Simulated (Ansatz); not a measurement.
GaBi (rock salt, space group No. 225), the program Ansatz at the PBEsol level (PAW), all energies at zero smearing, with the estimated change up to a 700 eV cutoff added, with one set of potentials and settings (totals compare only within such a set). Cell of 2 atoms (1 Bi, 1 Ga): -15984.998 eV.

```csv
element,reference phase,E (eV/atom)
Bi,"R-3m, 2 atoms in the cell",-12242.0039
Ga,"Cmce, 4 atoms in the cell",-3743.2031
```

Formation energy per atom, worked out: (-15984.998 − 1×(-12242.0039) − 1×(-3743.2031))/2 = 0.104 eV/atom (10 kJ per mol of atoms), at 0 K, without zero-point energy or fitted corrections.

Space group Fm-3m (rock salt). A made-up cell: these elements were put on the sites of a structure type; neither database checked (COD, Materials Project) lists it. Its standing as an ambient phase is unchecked. The cell was relaxed with PBEsol under the symmetry of its start; of distortions, only those at the zone centre were tested. The references are the lowest solids computed at this level, not always the standard phases. Scalar-relativistic: spin–orbit coupling is off unless named, which matters more the heavier the elements.

Potentials: the later of the program's two PAW sets.
